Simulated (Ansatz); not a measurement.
SiC:
```yaml
crystal:
  lattice:
    - [3.07896, 0.00000, 0.00000]
    - [-1.53948, 2.66646, 0.00000]
    - [0.00000, 0.00000, 20.13704]
  atoms:
    - { symbol: Si, position: [0.33333, 0.66667, 0.87519] }
    - { symbol: Si, position: [0.66667, 0.33333, 0.37519] }
    - { symbol: Si, position: [0.33333, 0.66667, 0.62499] }
    - { symbol: Si, position: [0.66667, 0.33333, 0.12499] }
    - { symbol: Si, position: [0.00000, 0.00000, 0.00009] }
    - { symbol: Si, position: [0.00000, 0.00000, 0.50009] }
    - { symbol: Si, position: [0.66667, 0.33333, 0.75011] }
    - { symbol: Si, position: [0.33333, 0.66667, 0.25011] }
    - { symbol: C, position: [0.33333, 0.66667, 0.34412] }
    - { symbol: C, position: [0.66667, 0.33333, 0.84412] }
    - { symbol: C, position: [0.66667, 0.33333, 0.21872] }
    - { symbol: C, position: [0.33333, 0.66667, 0.71872] }
    - { symbol: C, position: [0.00000, 0.00000, 0.59386] }
    - { symbol: C, position: [0.00000, 0.00000, 0.09386] }
    - { symbol: C, position: [0.33333, 0.66667, 0.96892] }
    - { symbol: C, position: [0.66667, 0.33333, 0.46892] }
```

Relaxed with r²SCAN.

Task: Map the electron localisation function on the plane through (0.333, 0.667, 0.875) spanned by u = [0, 0, 1] and v = [1, -1, 0] in lattice vectors, from r²SCAN (plane waves, PAW; program Ansatz).

Result: x is the fraction of u, y of v (the angle between them is 90°; rows are the nearest grid lines); atoms in the plane: Si at (0.00, 0.00), Si at (0.50, 0.33), Si at (0.75, 0.00), Si at (0.25, 0.33), Si at (0.12, 0.67), Si at (0.62, 0.67), Si at (0.87, 0.33), Si at (0.37, 0.00), C at (0.47, 0.00), C at (0.97, 0.33).
```
|*+@+ #-      : *+@+ -      : *+@+ #- . *|
|-+@*.#=      :.-+@*.-      :.-+@*.#- :.-|
|.=@#*%=  ..  ::.=@#+-   . .=+:=@#+#- ::.|
|:-*%@@=:=**. :-:-**#: .--:=#@@=+*##: .-:|
|-:=#@@=+*##: .--:-+*. .-:-*%@@=:=**. .--|
|:.:*@*-%##%-  .:..:=  :-.-%%@@= :=-.  ::|
|. .=+:=@#+#-   .   .  ::.=@#*%=  ..   ..|
|   :.-+@*.#-          :.-+@*.#-         |
|   : *+@+ #-          : *+@+ #-         |
|.  ::.=@#*%=  ..   . .=+:=@#+#-   .   ..|
|-  :-.-%%@@= :=-.  :.:*@*-%##%-  .:..:=-|
|*. .-:-*%@@=:=**. .-:=#@@=+*##: .--:-+**|
|#: .--:=#@@=+*##: .--*%@@=:=**. :-:-**##|
|%-  .:.:*@*-%##%- :--%%@@= :=-  :-.-%##%|
|#-   . .=+:=@#+#- ::=@#*%=  ..  ::.=@#+#|
|*-      : *+@+ #- . +@+ #-      : *+@+ *|
|#=      :.-+@*.#- :.+@*.#-      :.:+@*.#|
|%=  ..  ::.=@#*%- =+=@#+#-   . .=+:=@#*%|
|@= :=-  :-.-%%@@-.*@-%##%-  .:.:*@*=%%@@|
|@=:=**. :-:-*%@@=-#@=+*##: .--:=#@@=*%@@|
|@=+*##: .--:=#@@=*%@=:=**. :-:-*%@@=-#@@|
|:=@#+#-   . .=+:=@#*=  ..  ::.=@#*%- =+:|
|:+@*.#-      :.:+@*.=      :.-+@*.#- :.:|
|*+@+ #-      : *+@+ -      : *+@+ #- . *|
```
Scale: ten equal steps from 0.016 (start of ' ') to 0.931 (end of '@'), in the order ' .:-=+*#%@'; x runs from 0.000 to 1.00, y from 0.000 (bottom) to 1.00 (top).

The density is the valence pseudo-density with augmentation charge, so density and ELF within about 1 Å of a nucleus are not all-electron values.

Space group P6_3mc. The first step of the workflow began from a Materials Project structure, measured or hypothetical. Its sites differ from those of the usual phase in this space group: another stacking or structure type. The r²SCAN relaxation kept the symmetry of its start; its stability against distortions is not shown here.

Potentials: the later of the program's two PAW sets.
